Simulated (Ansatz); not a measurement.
Co4N in space group Pm-3m (No. 221; Co on 3d, Co on 1b, N on 1a) at seven volumes, PBEsol (plane waves, PAW; program Ansatz), scaled uniformly. One row is withheld.

```tsv
V (Å³/atom)	P (GPa)
8.994	29.48
9.291	18.06
9.587	?
9.884	0.00
10.181	-6.92
10.477	-12.75
10.774	-17.77
```

### Question
Fit the shown pressures and predict the withheld one.

### Answer
Third-order Birch–Murnaghan: P = (3/2)B₀(x^(7/2) − x^(5/2))[1 + (3/4)(B′ − 4)(x − 1)] with x = (V₀/V)^(2/3). Least squares on the six rows gives V₀ = 9.886 Å³/atom, B₀ = 251.3 GPa, B′ = 4.57. At V = 9.587, x = 1.0207 and P = 8.28 GPa. The run itself gave 8.23 GPa.

The workflow started from a Materials Project entry (that database holds measured and hypothetical structures alike); the Crystallography Open Database copy checked does not list it. Its standing as an ambient phase is unchecked. The PBEsol relaxation kept the symmetry of its start; its stability against distortions is not shown here. The final state is ferromagnetic, chosen from 5 collinear starts compared on coarse meshes (ties went to the first, and starts can fall back to one state), not a proven ground state. No Hubbard U is applied.

Potentials: the later of the program's two PAW sets.
